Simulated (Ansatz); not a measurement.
One crystal and one scan (scan of one atom of the cell) at two levels, PBEsol (plane waves to 420 eV, PAW, scalar-relativistic; Ansatz, a program for electronic structure) and PBE (plane waves to 420 eV, PAW, scalar-relativistic; Ansatz), each from its own relaxed cell and on its own mesh. The cell shown is that of PBEsol.

Starting cell, TiO$_{2}$ (rutile):

```xyz
6
Lattice="4.5916 0.0000 0.0000 0.0000 4.5916 0.0000 0.0000 0.0000 2.9391" Properties=species:S:1:pos:R:3 pbc="T T T"
Ti     0.0000     0.0000     0.0000
Ti     2.2958     2.2958     1.4696
O      1.3978     1.3978     0.0000
O      3.6936     0.8980     1.4696
O      0.8980     3.6936     1.4696
O      3.1938     3.1938     0.0000
```

In each cell atom 1 (Ti, nearest neighbour O at 1.942 Å; its periodic images, 2.9 Å or more away, move with it) moves by s·(1.000, 0.000, 0.000) (along Cartesian x), the rest being held.

Energies are smeared free energies. The PAW data are Ansatz's earlier set. TiO2 is run without spin polarisation. TiO2 was relaxed with its symmetry unable to fall. (PBE) Left out: 2 of 11 points, with atoms too close for the PAW data. (PBEsol) Left out: 4 of 11 points, with atoms too close for the PAW data. Percentages come from the unrounded values.

Results of PBEsol:

| Item | Value |
|---|---|
| Lattice constant a (Å) | 4.592 |
| Lattice constant c (Å) | 2.939 |
| Relaxed volume (Å³/atom) | 10.33 |
| Force constant k = d²E/ds² at s = 0 (finite differences) (eV/Å²) | 15.89 |
| Shape of the curve | a single well with its minimum at or next to zero displacement |

### Question
What does PBE give for the same quantities?

### Answer
| quantity | PBE | PBEsol − PBE |
|---|---|---|
| Lattice constant a (Å) | 4.644 | -0.052 (-1.1 %) |
| Lattice constant c (Å) | 2.964 | -0.025 (-0.8 %) |
| Relaxed volume (Å³/atom) | 10.65 | -0.32 (-3.0 %) |
| Force constant k = d²E/ds² at s = 0 (finite differences) (eV/Å²) | 14.60 | +1.29 (+8.8 %) |

PBEsol gives the higher value for: force constant k = d²E/ds² at s = 0. PBEsol gives the lower value for: lattice constant a; lattice constant c; relaxed volume. Both give the same shape of the curve: a single well with its minimum at or next to zero displacement.

(For displaced atoms, the force is minus the slope of the energy, and its curvature is a force constant, which sets phonon frequencies.)
